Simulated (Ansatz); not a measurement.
# A trial form of Hf2ZrC3

These are results of DFT PBE, scalar-relativistic, plane waves, PAW in Ansatz, not measurements. Cutoff 420 eV, Gaussian smearing, Γ-centred meshes. Cell and atoms relax first on a coarse mesh and then on a finer one. In between, the cell is made exact in the group found at 0.06 Å. In metals the finer mesh still leaves noise of several meV/atom or more. The steps can't lower the symmetry of their start. No spin polarisation in the relaxation; trial moments died out in a coarse test.

Recipe of this trial structure of Hf2ZrC3: random cell by space group and Wyckoff sites (P-6m2, No. 187). Its size is a rough estimate.

```cif
data_structure
_symmetry_space_group_name_H-M 'P-6m2'
_symmetry_Int_Tables_number 187
_cell_length_a 4.4150
_cell_length_b 4.4150
_cell_length_c 6.1359
_cell_angle_alpha 90.000
_cell_angle_beta 90.000
_cell_angle_gamma 120.000
_cell_volume 103.58
loop_
_atom_site_label
_atom_site_type_symbol
_atom_site_symmetry_multiplicity
_atom_site_Wyckoff_symbol
_atom_site_fract_x
_atom_site_fract_y
_atom_site_fract_z
_atom_site_occupancy
Zr1 Zr 1 b 0.00000 0.00000 0.50000 1
Hf1 Hf 1 e 0.66667 0.33333 0.00000 1
Hf2 Hf 1 f 0.66667 0.33333 0.50000 1
C1 C 2 g 0.00000 0.00000 0.80418 1
C2 C 1 d 0.33333 0.66667 0.50000 1
```

Formation energies are uncorrected and refer to the elements' standard structures at the same level.

Question: Describe the relaxed structure.

Answer: The symmetry stays P-6m2 (No. 187). The volume per atom shrinks by 9.4 %, from 17.3 to 15.6 Å³. The shortest distance goes from 1.87 Å (Zr–C) to 1.34 Å (C–C). The energy falls by about 1.0 eV/atom (the start's value is from the coarse mesh). Conventional cell: a = 4.291 Å, c = 5.884 Å. Around Zr lie 2 C at 2.27 Å, 3 Hf at 2.48 Å, 3 C at 2.48 Å, 2 C at 3.61 Å and 6 Hf at 3.85 Å; around Hf on its first site lie 6 C at 2.57 Å, 2 Hf at 2.94 Å, 6 C at 3.85 Å and 6 Zr at 3.85 Å; around Hf on its second site lie 3 Zr at 2.48 Å, 3 C at 2.48 Å and 2 Hf at 2.94 Å; C on a site of symmetry 3m is surrounded by 1 C at 1.34 Å, 1 Zr at 2.27 Å and 3 Hf at 2.57 Å; C on a site of symmetry -6m2 has 3 Hf at 2.48 Å and 3 Zr at 2.48 Å.

Space group P-6m2 (No. 187). a = 4.291 Å, b = 4.291 Å, c = 5.884 Å, α = 90.00°, β = 90.00°, γ = 120.00°
| atom | site | symmetry | x | y | z |
| --- | --- | --- | --- | --- | --- |
| Zr | 1b | -6m2 | 0.0000 | 0.0000 | 0.5000 |
| Hf | 1e | -6m2 | 0.6667 | 0.3333 | 0.0000 |
| Hf | 1f | -6m2 | 0.6667 | 0.3333 | 0.5000 |
| C | 2g | 3m. | 0.0000 | 0.0000 | 0.8865 |
| C | 1d | -6m2 | 0.3333 | 0.6667 | 0.5000 |

Question: How does it come out in energy, and is it a metal?

Answer:

* Formation energy: +0.98 eV/atom
* Gap on the 12×12×6 mesh of the 6-atom cell: 0 eV (a metal)

A positive value: parting into the elements would lower its energy.

The last run used Gaussian smearing of 0.10 eV. These runs have no spin–orbit coupling, which can matter for Hf. The reference form of C is held partly by dispersion forces, which this level lacks. Symmetry constrained the relaxation, so the result can be a saddle point. Another cell of Hf2ZrC3 relaxed alike, in R-3m, lies 0.79 eV/atom lower, so this cell isn't the stable form at this level.
